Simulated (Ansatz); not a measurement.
PbSe (rock salt) is sheared across one {100} plane: the third cell vector gains the shift, so faults repeat every 9.3 Å. The cut lies between planes 3.11 Å apart; the cell height is held.

```xyz
6
Lattice="4.3965 0.0000 0.0000 0.0000 4.3965 0.0000 2.1983 2.1983 9.3265" Properties=species:S:1:pos:R:3 pbc="T T T"
Se     1.8319     1.8319     7.7721
Se     1.8319     1.8319     1.5544
Se     4.0302     4.0302     4.6632
Pb     4.0302     4.0302     7.7721
Pb     4.0302     4.0302     1.5544
Pb     1.8319     1.8319     4.6632
```

In-plane vectors a = (4.397, 0.000) Å, b = (0.000, 4.397) Å, area 19.33 Å². The shift is s times the vector a + b (length 6.218 Å), so s = 1 restores the start. The shift is rigid: no atom relaxes. γ = [E(shift) − E(0)] / area.

These are PBE (plane waves to 420 eV, PAW, scalar-relativistic; Ansatz, an electronic-structure program) values and carry that method's errors. k mesh 7×7×7 (Γ-centred), Fermi-Dirac smearing 0.05 eV. Energies are extrapolated to zero smearing. As the smearing reaches across the gap at some points, the k mesh leaves noise in γ, roughly 0.02 J/m² as judged from a few cases. Faults lie only 9.3 Å apart, and holding the cell height and the atoms raises γ above its relaxed value. PbSe was relaxed with its symmetry unable to fall. Spin-orbit coupling is left out, though Pb is heavy. The PAW data are Ansatz's earlier set. γ is measured from zero shift. The last digit holds for this mesh only.

| s | γ (J/m²) |
|---|---|
| 0.000 | 0.00 |
| 0.083 | 0.06 |
| 0.167 | withheld |
| 0.250 | 0.43 |
| 0.333 | 0.68 |
| 0.417 | 0.86 |
| 0.500 | 0.92 |
| 0.583 | 0.86 |
| 0.667 | 0.68 |
| 0.750 | 0.43 |
| 0.833 | withheld |
| 0.917 | 0.06 |

Fit a Fourier form (three harmonics of 1 − cos and sin) to the given rows and predict γ at s = 0.167.

Least squares on the 10 given rows: γ = (0.465)·[1 − cos(2πs)] + (-0.014)·[1 − cos(4πs)], in J/m²; root-mean-square residual 0.005 J/m². At 0.167 the fit gives 0.21 J/m²; the calculation gives 0.21 J/m², the same to the digits shown. 

(The slope of γ gives the shear force per area between the displaced halves; near zero shift its curvature is an elastic stiffness.)
